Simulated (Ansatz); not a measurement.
The calculation used DFT PBE, scalar-relativistic, plane waves, PAW in Ansatz. All cells share a 420 eV cutoff and Γ-centred k meshes spaced at most about 0.3 Å⁻¹ (about 0.25 or finer for metals, 2π included). No spin polarisation in the final relaxations.

Temperature and zero-point effects are left out.

Two relaxed structures of Ga4SbAs:

A.

```xyz
6
Lattice="5.3727 0.0000 0.0000 -2.6863 4.6529 0.0000 0.0000 0.0000 5.4518" Properties=species:S:1:pos:R:3 pbc="T T T"
Ga    2.6863    1.5510    0.0000
Ga    2.6863    0.0115    2.7259
Ga    4.0196    2.3207    2.7259
Ga    1.3531    2.3207    2.7259
Sb    0.0000    3.1019    0.0000
As    0.0000    0.0000    0.0000
```

B.

```xyz
6
Lattice="0.0000 3.9807 3.9807 3.9807 0.0000 3.9807 3.9807 3.9807 0.0000" Properties=species:S:1:pos:R:3 pbc="T T T"
Ga    2.9823    2.9823    4.9791
Ga    2.9823    4.9791    2.9823
Ga    4.9791    2.9823    2.9823
Ga    4.9791    4.9791    4.9791
Sb    1.9904    1.9904    1.9904
As    0.0000    0.0000    0.0000
```

Task: Which form is favoured at zero pressure, and by what margin per atom?

Result: B is lower, by 59 meV/atom. A has space group P-6m2 (No. 187), 22.7 Å³/atom and no gap on its mesh; B has space group F-43m (No. 216), 21.0 Å³/atom and no gap. The shortest distance is 2.67 Å (Ga–Ga) in A and 2.81 Å (Ga–Ga) in B. The denser one is the lower, and pressure would at first widen the difference. Even the lower one lies +0.22 eV/atom against the reference forms of the elements (uncorrected), so neither is stable at this level. In A, Ga on a site of symmetry -6m2 is surrounded by 3 Sb at 3.10 Å, 3 As at 3.10 Å and 6 Ga at 3.13 Å; Sb is surrounded by 3 As at 3.10 Å and 9 Ga at 3.10–3.14 Å; As has 3 Sb at 3.10 Å and 3 Ga at 3.10 Å; 1 more site not described. In B, around Ga lie 6 Ga at 2.81–2.82 Å, 3 As at 3.30 Å and 3 Sb at 3.30 Å; around Sb lie 12 Ga at 3.30 Å and 4 As at 3.45 Å; around As lie 12 Ga at 3.30 Å and 4 Sb at 3.45 Å. Both come from invented guesses.

Spin–orbit coupling, which can matter for Sb, is left out. Cells relaxed within their symmetry can be saddle points.
